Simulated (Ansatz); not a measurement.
BaB2Rh2 (I4/mmm): electronic heat capacity and spin susceptibility from the density of states

The calculation used DFT PBEsol, scalar-relativistic, plane waves, PAW in Ansatz 0.2.0.

Settings: cutoff 420 eV, Γ-centred mesh 12×12×12 on the computed 5-atom cell, Gaussian smearing of 0.10 eV; no spin polarisation.

Relaxed cell: I4/mmm, a = 3.882 Å, b = 3.882 Å, c = 11.257 Å, α = 90.00°, β = 90.00°, γ = 90.00°, 5 atoms in the primitive cell. Whether it is the stable form of this composition wasn't checked.

The density of states at the Fermi level is 0.989 states/eV in the cell of 5 atoms (1 formula unit; both spins, tetrahedra on a 18×18×18 mesh). Averaged over bins of 0.1 eV the density runs from 0.9 to 1.4 states/eV within 0.2 eV of the Fermi level, so the figure hangs on the exact place of that level.

Q: What Sommerfeld coefficient and Pauli susceptibility does this give?

A: Per formula unit N(E_F) = 0.989 states/eV. γ = (π²/3) k_B² N(E_F) N_A = 2.357 mJ/(mol K²) per state/eV, so γ = 2.3 mJ/(mol K²), a mole of formula units. χ_P = μ_B² N(E_F) N_A = 3.23×10⁻⁵ emu/mol per state/eV gives 3.2×10⁻⁵ emu/mol. This is the bare band result: a measured γ of the same phase is as a rule larger by a factor 1 + λ from phonons and spin fluctuations, the spin part of χ is larger by the Stoner factor, and a measured χ also holds orbital and core terms. N(E_F) at one energy is sensitive to the mesh where the density of states has sharp peaks.

Spin-orbit coupling is left out, which matters for the bands of heavy elements.